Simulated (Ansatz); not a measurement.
Values for one crystal, relaxed and computed with PBEsol (plane waves, PAW; program Ansatz); other levels are named.

- Volume per atom: 14.35 Å³
- Electronic character: metallic (no gap)
- Poisson's ratio: 0.29
- Density of states at the Fermi level: 0.63 states/eV per atom (mean over ±0.08 eV)
- Hill bulk and shear moduli: 185 and 91.0 GPa
- Elastic constants (relaxed ions, GPa): C11 = 293, C12 = 103, C13 = 141, C33 = 316, C44 = 94.8
- Mechanical stability: stable (all eigenvalues of C positive)

Task: Pick the material that matches.
(A) WC, P-6m2 (W on 1a, C on 1f)
(B) WC, zinc blende
(C) Ti3AlC2, P6_3/mmc (Ti on 4f, Ti on 2a, Al on 2b, C on 4f)
(D) InMo2C, P6_3/mmc (In on 2d, Mo on 4f, C on 2a)

Result: D, InMo2C, P6_3/mmc (In on 2d, Mo on 4f, C on 2a)

The start of the workflow was typed in or built on a structure type; neither database checked (COD, Materials Project) lists it. Whether it is the stable phase at ambient conditions was not checked. The cell was relaxed with PBEsol under the symmetry of its start; whether a distortion lowers the energy is not shown. The run is not spin-polarised. As this level gives no gap, shear constants depend on the k-mesh and smearing (Fermi–Dirac, 0.1 eV here). Spin–orbit coupling is left out wherever it is not named.

Potentials: the earlier of the program's two PAW sets. The files were generated under PBE; for other functionals the program regenerates the frozen cores, and for LDA and PBEsol the local potential too.
